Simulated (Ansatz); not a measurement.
Here is the system:

GaN:
```
CELL_PARAMETERS angstrom
      0.00000     2.27421     2.27421
      2.27421     0.00000     2.27421
      2.27421     2.27421     0.00000
ATOMIC_POSITIONS crystal
  N  0.75000 0.75000 0.75000
  Ga 0.00000 0.00000 0.00000
```

This is the PBE-relaxed structure. x, y and z are the axes in which the lattice vectors are written.

All from plane-wave PAW PBE (Ansatz code), unless another level is named. Estimate the bulk modulus (Birch–Murnaghan fit).

172 GPa.

Predict the highest zone-centre frequency (without LO–TO term).

516 cm⁻¹.

And the piezoelectric stress constants (proper, relaxed ions, C/m²)?

e14 = e25 = e36 = -0.22.

Predict the elastic constants (relaxed ions, GPa).

C11 = 253, C12 = 131, C44 = 145.

Space group F-43m (zinc blende). The PBE relaxation kept the symmetry of its start; phonons on a q-mesh show no instability.

Potentials: the later of the program's two PAW sets.
